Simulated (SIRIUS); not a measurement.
A self-consistent single point of ZnS (Cm, 2 atoms in the cell; from Materials Project mp-10695, changed as shown).

```
CELL_PARAMETERS angstrom
      0.00000     2.73624     2.73624
      2.73624     0.00000     2.73624
      2.76361     2.76361     0.00000
ATOMIC_POSITIONS crystal
  Zn 0.00000 0.00000 0.00000
  S  0.25000 0.25000 0.25000
```

Level of theory: PBE, PseudoDojo 0.5 standard norm-conserving PBE (tails mended) pseudopotentials (plane waves; SIRIUS).

SIRIUS settings:

- parameters.ngridk = 8 8 8
- parameters.xc_functionals = [XC_GGA_X_PBE, XC_GGA_C_PBE]
- parameters.gk_cutoff = 9.165 1/bohr
- parameters.pw_cutoff = 18.331 1/bohr
- parameters.smearing = gaussian
- parameters.smearing_width = 0.0001 Ha
- potentials = PseudoDojo 0.5 standard norm-conserving PBE (tails mended) pseudopotentials
- parameters.electronic_structure_method = pseudopotential
- parameters.num_bands = 17
- parameters.num_mag_dims = 0
- parameters.num_dft_iter = 100
- parameters.energy_tol = 1e-07 Ha
- parameters.density_tol = 1e-06
- mixer.type = broyden2
- mixer.beta = 0.3
- mixer.use_hartree = false

Task: Estimate, at this level of theory: gap on the k-point mesh and pressure.

Result: The run gave:

* **Gap on the k-point mesh**: 1.89 eV
* **Pressure**: -1.70 GPa

The gap is read on the k-point mesh of the run and can differ from the gap over the whole zone at this level.

For comparison: a first run was changed to give this one (lattice vector c scaled by 1.01), and from it to this one the free energy rises by 2.4 meV/atom, the pressure goes from -1.08 to -1.70 GPa, the largest force goes from 0.000 to 0.047 eV/Å and the gap on the mesh goes from 1.951 to 1.893 eV.

The structure comes from a collection of computed structures, made at another level of theory; the collection holds predicted forms beside known ones. Its lattice was then scaled.

Cost on one core: around 2.2 core-minutes (rough).

“Tails mended”: in these copies of the files the far tail of each local potential was reset to the Coulomb form.
